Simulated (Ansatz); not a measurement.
## SiO2: a ladder of calculations

Cell of run 1: a structure deposited in the COD.

Space group P4_12_12 (No. 92); a = 4.9790, c = 6.9500 Å.

```
site  Wyckoff  site symmetry       x       y       z
  Si       4a            ..2  0.3002  0.3002  0.0000
   O       8b              1  0.2394  0.1049  0.1785
```

One atom of each set is listed.

Relaxed positions (PBE, cell held):

Si (0.3044, 0.3044, 0.0000)
O (0.2371, 0.1148, 0.1843)

All runs are DFT with Ansatz 0.2.0 (plane waves and PAW, scalar-relativistic unless spin–orbit coupling is named, Γ-centred meshes, Fermi–Dirac smearing where given) in this cell.

Run 1: PBE, gradients read without the response of the cores, atoms as given; 420 eV, 5×5×4 k-points, smearing 0.02 eV.
Run 2: PBE, gradients read without the response of the cores, atoms relaxed; 420 eV, 5×5×4 k-points, smearing 0.02 eV.
Run 3: r2SCAN, gradients read without the response of the cores, at the relaxed atoms; 500 eV, 5×5×4 k-points, smearing 0.02 eV.

| run | Si V_zz (η) | O V_zz (η) |
| --- | --- | --- |
| 1 | -0.28 (0.76) | 9.50 (0.14) |
| 2 | -0.35 (0.79) | 9.78 (0.19) |
| 3 | ? | ? |

V_zz in 10²¹ V/m².

(1) Estimate the row of run 3.

## Answers

(1) Si: -0.35 (0.73); O: 9.70 (0.19). It lies nearest to run 2, from whose tensors on these sites it differs by 0.09 at most (largest principal value of the difference, on O). Taken one at a time, the positions of the atoms (as given or relaxed) move the tensors on these sites by up to 0.43 (largest principal value of the change, on O), the functional (r2SCAN with its higher cutoff) by 0.09 (O).

In runs 1, 3 the atoms aren't at the calculated equilibrium (largest force 0.42, 0.31 eV/Å). The cell isn't the equilibrium one in run 1 (calculated pressure 6 GPa), and the entry's cell may itself be off.
